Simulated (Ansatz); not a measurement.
WOF4 in space group I4 (No. 79; W on 2a, O on 2a, F on 8c), DFT-LDA in the program Ansatz with PAW potentials. The conduction-band minimum lies at M, with 1 equivalent valley. Second derivatives d²E/dk² of the lowest band at one valley (eV·Å²), along Cartesian directions:

```
direction  d²E/dk²
---------  -------
[100]       0.5243
[010]       0.5243
[001]       0.7611
[110]       0.5247
[101]       0.6452
[011]       0.6452
```

Find the principal effective masses, the density-of-states mass and the conductivity mass.

Off-diagonal terms follow from H_xy = H[110] − (H_xx + H_yy)/2, and m*/mₑ = 7.620 eV·Å² over each eigenvalue: 10, 15, 15. One valley's DOS mass (m₁m₂m₃)^(1/3) = 13, conductivity mass 3/(Σ 1/mᵢ) = 13 mₑ.

What effective density of states Nc follows at 300 K for parabolic valleys?

Nc = 2.509e19 × 1 × (13)^(3/2) ≈ 1.2e21 cm⁻³.

The workflow started from a Materials Project entry (that database holds measured and hypothetical structures alike); the Crystallography Open Database copy checked does not list it. Whether it is the stable phase at ambient conditions was not checked. The LDA relaxation kept the symmetry of its start; whether a distortion lowers the energy is not shown. The run is not spin-polarised. No Hubbard U is applied. A crystal of weakly bound chains computed without a dispersion correction: the cell and the soft elastic constants depend strongly on that. Spin–orbit coupling is left out wherever it is not named.

Potentials: the later of the program's two PAW sets.

Edges and masses are those of Kohn–Sham bands, whose gap is no quasiparticle gap.
